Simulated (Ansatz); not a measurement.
TiSe2:
```cif
data_Se2Ti
_chemical_formula_sum 'Se2 Ti1'
_space_group_name_H-M_alt 'P-3m1'
_space_group_IT_number 164
_space_group_name_Hall '-P 3 2"'
_cell_length_a 3.54189
_cell_length_b 3.54189
_cell_length_c 6.71378
_cell_angle_alpha 90.000
_cell_angle_beta 90.000
_cell_angle_gamma 120.000
loop_
_atom_site_label
_atom_site_type_symbol
_atom_site_symmetry_multiplicity
_atom_site_Wyckoff_symbol
_atom_site_fract_x
_atom_site_fract_y
_atom_site_fract_z
_atom_site_occupancy
Se1 Se 2 d 0.33333 0.66667 0.23046 1
Ti1 Ti 1 a 0.00000 0.00000 0.00000 1
```

Relaxed with plane-wave PAW PBE (Ansatz code). Indices refer to the conventional cell of P-3m1, a = b = 3.5419 Å, c = 6.7138 Å, α = β = 90.00°, γ = 120.00°.

Problem. Simulate the powder diffraction pattern (Ag Kα, λ = 0.560885 Å; lines above 1 %) up to 2θ = 30°.

Solution. Simulated powder pattern, Ag Kα, λ = 0.560885 Å (kinematic, ideal powder, no thermal factors, no anomalous dispersion; the 30 strongest lines at most, above 1 %, up to 2θ = 30°):

```
2θ (°)  d (Å)  I/Imax (%)                    hkl
------  -----  ----------  ---------------------
4.79    6.714          32                 (0001)
9.58    3.357          15                 (0002)
10.49   3.067         3.2             (1 0 -1 0)
11.54   2.790         100  (0 1 -1 1)+(1 0 -1 1)
14.23   2.264          47  (0 1 -1 2)+(1 0 -1 2)
17.85   1.808          34  (1 0 -1 3)+(0 1 -1 3)
18.22   1.771          30             (1 1 -2 0)
18.85   1.712         5.5             (1 1 -2 1)
19.24   1.678         7.1                 (0004)
20.63   1.566          12             (1 1 -2 2)
21.62   1.495          17  (2 0 -2 1)+(0 2 -2 1)
21.96   1.472         4.1  (0 1 -1 4)+(1 0 -1 4)
23.20   1.395          11  (2 0 -2 2)+(0 2 -2 2)
24.11   1.343         1.9                 (0005)
25.61   1.265          11  (0 2 -2 3)+(2 0 -2 3)
26.36   1.230         6.0  (1 0 -1 5)+(0 1 -1 5)
26.62   1.218          15             (1 1 -2 4)
28.42   1.142          15  (1 2 -3 1)+(2 1 -3 1)
28.68   1.132         1.8  (2 0 -2 4)+(0 2 -2 4)
29.66   1.096         9.8  (1 2 -3 2)+(2 1 -3 2)
```

Symmetry was held in the PBE relaxation. The run is not spin-polarised. A crystal of weakly bound layers computed without a dispersion correction: the cell and the soft elastic constants depend strongly on that.

Potentials: the later of the program's two PAW sets.
